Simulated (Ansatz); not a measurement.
Si₃Mo₅: checking a database structure before trusting its electric field gradients

The cell is a Materials Project structure (computed, not necessarily an observed phase), taken as it stands.

Space group I4/mcm (No. 140); a = 9.6460, c = 4.8971 Å.

```
site  Wyckoff  site symmetry       x       y       z
 Si1       8h           m.2m  0.1672  0.3328  0.0000
 Si5       4a            422  0.0000  0.0000  0.2500
 Mo7      16k            m..  0.7239  0.4231  0.0000
Mo15       4b           -42m  0.5000  0.0000  0.7500
```

One atom of each set is listed; the run and its k-mesh use a cell of 16 atoms with edges of 7.25, 7.25, 7.25 Å.

Method: Kohn–Sham DFT in Ansatz, PBE, plane waves and PAW (field gradients read without the response of the frozen cores, which leaves them typically 4 to 6 % off), scalar-relativistic, 420 eV cutoff, Γ-centred 8×8×8 k-points, Fermi–Dirac smearing 0.05 eV.

(1) Do the atoms and the cell lie near the calculated equilibrium?

Results:

(1) Nearly. The largest force is 0.034 eV/Å, on atom 10 (Mo: 6 Si at 2.53–2.80 Å, 9 Mo at 2.72–3.23 Å), and the pressure is 2.9 GPa.
